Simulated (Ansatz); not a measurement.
ZnCu2SnSe4 (kesterite type, space group I-4)

```xyz
8
Lattice="-2.8819 2.8819 5.7631 2.8819 -2.8819 5.7631 2.8819 2.8819 -5.7631" Properties=species:S:1:pos:R:3 pbc="T T T"
Cu     0.0000     0.0000     0.0000
Cu     0.0000     2.8819     2.8815
Zn     2.8819     0.0000     2.8815
Sn     0.0000     0.0000     5.7631
Se     1.4968     1.5505     4.2620
Se     1.3851     1.3314    -1.5011
Se     1.5505    -1.4968     7.2642
Se     1.3314     4.3787     1.5011
```

The volume is varied about the relaxed value V₀ at fixed cell shape. The atoms relax within the cell's symmetry.

Method: PBE (plane waves to 420 eV, PAW, scalar-relativistic; Ansatz, a quantum-chemistry and plane-wave program). k mesh 8×8×8 (Γ-centred), Fermi-Dirac smearing 0.05 eV. E stands for the smeared free energy. Stress and pressure are positive under compression. With the shape held, the modulus is that of even scaling; a crystal free to change shape is softer. At this level the bands of ZnCu2SnSe4 touch or barely overlap. The PAW data are Ansatz's earlier set. ZnCu2SnSe4 is run without spin polarisation. ZnCu2SnSe4 was relaxed with its symmetry unable to fall. ΔE is measured from the relaxed starting cell.

The scan covers V/V₀ from 0.840 to 1.160 in 9 points.

Problem. What is the fitted pressure derivative B₀′?

Solution. 4.8.

Problem. What bulk modulus at fixed cell shape B₀ follows from a third-order Birch-Murnaghan fit?

Solution. 56.0 GPa.

(Under strain, the slope of the energy per volume gives the stress and its curvature an elastic modulus.)
